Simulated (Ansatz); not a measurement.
**Cohesion in the molecular crystal N2**

All numbers below come from DFT PBE+D3(BJ), scalar-relativistic, plane waves, PAW in Ansatz 0.2.0.

Cutoff 420 eV; k points 4×4×4 on the computed 8-atom cell (Γ-centred); Gaussian smearing, width 0.02 eV; no spin polarisation.

The relaxed primitive cell holds 4 N2 (symmetry kept; residual pressure 0.01 GPa). Each molecule is also computed alone in a box with 9 Å or more between images, first as cut from the crystal, then relaxed.

```
N
1.0
     5.65899    0.00000    0.00000
     0.00000    5.65899    0.00000
     0.00000    0.00000    5.65899
N
8
Direct
  0.05619 0.05619 0.05619
  0.44381 0.94381 0.55619
  0.55619 0.44381 0.94381
  0.94381 0.55619 0.44381
  0.94381 0.94381 0.94381
  0.55619 0.05619 0.44381
  0.44381 0.55619 0.05619
  0.05619 0.44381 0.55619
```

Problem. What is the lattice energy?

Solution. -0.106 eV (-10.3 kJ/mol) a molecule against the relaxed free molecules, without zero-point or thermal terms. Free molecules keep the site symmetry that they have in the crystal, and one conformer stands for all of a formula. The molecules are strained by 0.000 eV each in the crystal, which takes 45.3 Å³ a molecule. The gap on the mesh is 7.40 eV in the crystal and 8.24 eV between the free molecule's highest filled and lowest empty level.

Cost: 3 runs of about 0.65 core-minutes in all, on Arm Neoverse V1 (shared hosts).